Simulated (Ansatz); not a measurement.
ScPd$_{3}$ (Cu3Au type, Pm-3m) under volume change, r²SCAN in the plane-wave PAW code Ansatz, scaled uniformly.

```
V (Å³/atom)  E − E(relaxed) (meV/atom)  P (GPa)
-----------  -------------------------  -------
14.279                            76.1    18.92
14.750                            31.7    11.47
15.220                             7.5     5.23
15.691                             0.0     0.00
16.162                             6.6    -4.38
16.633                            25.1    -8.05
17.103                            53.3   -11.10
```

Task: What does a third-order Birch–Murnaghan fit give for V₀, B₀ and B′?

Result: V₀ = 15.69 Å³/atom, B₀ = 159 GPa, B′ = 4.9.

The workflow started from an entry of the Crystallography Open Database (COD). Whether it is the stable phase at ambient conditions was not checked. Symmetry was held in the r²SCAN relaxation; its stability against distortions is not shown here. No spin polarisation was allowed.

Potentials: the later of the program's two PAW sets.
